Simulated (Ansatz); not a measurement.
MgTe:
```
CELL_PARAMETERS angstrom
      4.60877     0.00000     0.00000
     -2.30439     3.99132     0.00000
      0.00000     0.00000     7.49918
ATOMIC_POSITIONS crystal
  Mg 0.66667 0.33333 0.00084
  Mg 0.33333 0.66667 0.50084
  Te 0.66667 0.33333 0.62436
  Te 0.33333 0.66667 0.12436
```

Relaxed with PBE.

Question: Map the electron localisation function on the plane through (0.667, 0.333, 0.001) spanned by u = [0, 0, 1] and v = [1, -1, 0] in lattice vectors, from plane-wave PAW PBE (Ansatz code).

Answer: x is the fraction of u, y of v (the angle between them is 90°; rows are the nearest grid lines); atoms in the plane: Mg at (0.00, 0.00), Mg at (0.50, 0.67), Te at (0.62, 0.00), Te at (0.12, 0.67).
```
|.:==.        .-*##*+:     :+#@@%. ==-.|
|=+=:  ...    .-+##*+=:   .=+#@@%: :=+=|
|=-.  .-:..    :+#%#*+=-:-=+*#@@#-  :-=|
| .-*%%%#*=:.  .-*%@@%##***#%%%*=:.    |
|@@@@@@%%%#*+-..:-+#%@@@@@%%#*=:...-*%@|
|%##*+++*#%%%#=:      .-*#*+-:.  .:+#%%|
|#*+=--=+*#%@%+.  :-:.  .---..   .-*%%#|
|*=:    .=*%@@+ .==--==.         :=*##*|
|+=.    .=*%@@= .+=::=+:         :=*#*+|
|*+=:..:=+*%@@*. :=++=:   .      .=*##*|
|#*++==++*#%@%*.  .::.   ..      .-+#%#|
|%%###*###%##+-.      .....       .=*#%|
|**#####**+=-:.    ......          .-+*|
|:::--:::..                          .:|
|  ....                                |
|                                      |
|                                      |
|                  ..:::::...          |
|                ..:-======-::.        |
|......         .-+*#%%%####**+-:.    .|
|    ....      .-+#%%#*****##%%#*-.    |
|=-:   ..      :+#%#*+=-:-=+*#@@%-  :==|
|=+=:         .-+##*+=:   .=+#@@%: :=+=|
|.:==.        .-*##*+:     :+#@@%. ==-.|
```
Scale: ten equal steps from 0.003 (start of ' ') to 0.849 (end of '@'), in the order ' .:-=+*#%@'; x runs from 0.000 to 1.00, y from 0.000 (bottom) to 1.00 (top).

The density is the valence pseudo-density with augmentation charge, so density and ELF within about 1 Å of a nucleus are not all-electron values.

Space group P6_3mc (wurtzite). The PBE relaxation kept the symmetry of its start; of distortions, only those at the zone centre were tested. Scalar-relativistic: spin–orbit coupling is off unless named, which matters more the heavier the elements.

Potentials: the later of the program's two PAW sets.
